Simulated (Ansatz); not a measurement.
**Property card for CrN**

CrN:
```
CELL_PARAMETERS angstrom
      1.49257     0.86174     4.62724
     -1.49257     0.86174     4.62724
      0.00000    -1.72347     4.62724
ATOMIC_POSITIONS crystal
  Cr 0.00000 0.00000 0.00000
  N  0.75000 0.75000 0.75000
  Cr 0.50000 0.50000 0.50000
  N  0.25000 0.25000 0.25000
```
The run is spin-polarised; directions of the spins, atom by atom: ↑ 0 ↓ 0.

Space group R-3m (No. 166); conventional cell a = 2.9851 Å, b = 2.9851 Å, c = 6.9409 Å, α = 90.00°, β = 90.00°, γ = 120.00°.

Method: DFT-r²SCAN in the program Ansatz with PAW potentials. The cell and atoms are relaxed at this level. Other levels are named where they apply.

**Cell and energy**

- Volume per atom: 8.93 Å³
- Density: 6.14 g/cm³
- Formation energy from the elements (no fitted shifts): -0.85 eV/atom

**Electronic structure**

- Band gap = 0.30 eV (indirect)
- Valence-band maximum = off the standard path, at k = (0.266, 0.266, -0.487) in fractions of the reciprocal vectors
- Conduction-band minimum = at Γ
- Smallest direct gap on the standard path = 0.68 eV
- Hole effective mass = 0.29, 0.51, 1.2 mₑ (principal values)

**Magnetism**

- Magnetic order: antiferromagnetic
- Net moment: 0.00 μB per atom

**Mechanics**

- Bulk modulus (Birch–Murnaghan fit) = 269 GPa
- Pressure derivative B′ = 4.1
- Mechanical stability = stable (all eigenvalues of C positive)
- Hill bulk and shear moduli = 272 and 196 GPa
- Young's modulus = 474 GPa
- Poisson's ratio = 0.21
- Debye temperature from the elastic constants = 896 K

**Charges**

- Bader charges = Cr +1.61, N -1.61 e

A made-up cell: these elements were put on the sites of a structure type; the Crystallography Open Database copy checked does not list it. COD files the formula under space group No. 225. Whether it is the stable phase at ambient conditions was not checked. The r²SCAN relaxation kept the symmetry of its start, as lowered by the spin order; whether a distortion lowers the energy is not shown. Magnetic state: antiferromagnetic, chosen from 3 collinear starts compared on coarse meshes (ties went to the first, and starts can fall back to one state), not a proven ground state. Other orbital occupations within this spin state were not tried. No Hubbard U is applied. Point labels and valley counts follow the cell and symmetry of the run, lower than the named group. The references are the lowest solids computed at this level, not always the standard phases (solids in place of the gases).

Potentials: the earlier of the program's two PAW sets.
